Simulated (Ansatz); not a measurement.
This run works on a generated trial structure, not on a known crystal.

Input and command of a plane-wave DFT calculation in Ansatz:

```yaml
crystal:
  lattice:
    - [5.1598092855, 0.0, 0.0]
    - [0.0, 5.1598092855, 0.0]
    - [0.0, 0.0, 23.8]
  atoms:
    - { symbol: K, position: [0.5, 0.5, 0.2941176471] }
    - { symbol: Ti, position: [0.0, 0.0, 0.2941176471], spin: 2.63 }
  periodic: [true, true, false]
basis:
  ecutwfc: 420
kpoints:
  mp_grid: { grid: [12, 12, 1] }
hamiltonian:
  xc: pbe
scf:
  occupations: { method: gaussian, width: 0.1 }
output:
  forces: true
  stress: true
  eigenvalues: true
  populations: true
  write_density: true
  write_potential: true
  elf: true
  volumetric_format: npy
magnetization:
  spin_polarized: true
relax:
  adjacent_minimum: "off"
  f_tol: 0.01
  max_steps: 80
  cell: { stress_2d_tol: 0.02 }
```

```bash
ansatz run input.yaml --threads 1 --pin off --max-ram 2048MiB --backend cpu --events-out ev --progress --plain --runs-dir out
```

Processor: Arm Neoverse V1, 1 thread, on a host shared with other jobs.

Estimate time, memory and problem size.

About 120 s, peak memory 1 GiB. It solves 16 bands at 28 k points (after reduction by symmetry) with about 12455 plane waves (on the last cell), in 27 SCF iterations over 2 ionic steps.
